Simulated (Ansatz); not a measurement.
## Data sheet: AlRu (DFT)

AlRu in space group R-3m (No. 166; Al on 3a, Ru on 3b), a = 2.858 Å, b = 2.858 Å, c = 11.769 Å, α = 90.00°, β = 90.00°, γ = 120.00°; the cell used has 2 atoms.

Space group R-3m (No. 166); conventional cell a = 2.858 Å, b = 2.858 Å, c = 11.769 Å, α = 90.00°, β = 90.00°, γ = 120.00°.

Method: r²SCAN in the plane-wave PAW code Ansatz. The cell and atoms are relaxed at this level. Other levels are named where they apply.

### Cell and energy

```json
{
 "volume_per_atom": "13.88 Å³",
 "density": "7.66 g/cm³",
 "Formation energy from the elements (no fitted shifts)": "-389 meV/atom"
}
```

### Electronic structure

```json
{
  "electronic_character": "metallic (no gap)",
  "Density of states at the Fermi level": "0.53 states/eV per atom (mean over ±0.08 eV)"
}
```

### Mechanics

```json
{
 "Bulk modulus (Birch–Murnaghan fit)": "201 GPa",
 "Pressure derivative B′": "4.5"
}
```

The cell is a constructed one: a structure type filled with these elements; neither database checked (COD, Materials Project) lists it. COD files the formula under space group No. 221, so this cell is another polymorph or a model. Its standing as an ambient phase is unchecked. The r²SCAN relaxation kept the symmetry of its start; its stability against distortions is not shown here. No spin polarisation was allowed. Axis ratios of metals converge slowly with the k-mesh, so a and c are less sure than the volume. The references are the lowest solids computed at this level, not always the standard phases. Spin–orbit coupling is left out wherever it is not named.

Potentials: the later of the program's two PAW sets.
